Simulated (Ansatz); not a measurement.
The elements of this relaxed trial crystal are hidden behind letters.

```
lattice vectors (Å)
   4.7486    0.0000    0.0000
  -2.3743    4.1124    0.0000
   0.0000    0.0000    5.6971
fractional positions
X 0.0000 0.0000 0.7211
X 0.0000 0.0000 0.2789
X 0.6667 0.3333 0.0000
Z 0.6667 0.3333 0.5000
Z 0.3333 0.6667 0.0000
```

Computed with Ansatz, DFT PBE, scalar-relativistic, plane waves, PAW. Settings of the last relaxation (5-atom cell): 420 eV, 12×12×8 k points, Gaussian smearing of 0.10 eV, no spin polarisation.

```
Space group                                : P-6m2 (No. 187)
Conventional cell                          : a = 4.749 Å, c = 5.697 Å
Volume per atom                            : 22.25 Å³
Density                                    : 5.71 g/cm³
Energy over the elements                   : +0.49 eV/atom
Gap on the 12×12×8 mesh of the 5-atom cell : 0 eV (a metal)
```

Energies are uncorrected and count from the elements' standard states at the same level.

Problem. X is a p-block element of period 4 and Z is a p-block element of period 4. Which elements are they?

Solution. X = As, Z = Se, so the formula is As3Se2. Density times volume gives a mean mass of 5.71 × 22.25/1.6605 = 76.5 u per atom, and this set has 76.5 u. As on a site of symmetry 3m has 1 As at 2.52 Å, 6 Se at 3.02–3.17 Å and 4 As at 3.17–3.18 Å; As on a site of symmetry -6m2 is surrounded by 5 Se at 2.74–2.85 Å and 6 As at 3.17 Å; Se on its first site is surrounded by 8 As at 2.85–3.02 Å; 1 more site not described. Other sets within the hints have nearly the same mass, so mass alone doesn't settle it; this one was computed.

An odd number of electrons in the primitive cell allows no gap without spin; a larger cell or a magnetic state could open one. The cell is a metal run without spin; a magnetic state may lie lower. Symmetry constrained the relaxation, so the result can be a saddle point. Another cell of As3Se2 relaxed alike, in C2/m, lies 275 meV/atom lower, so this cell isn't the stable form at this level.
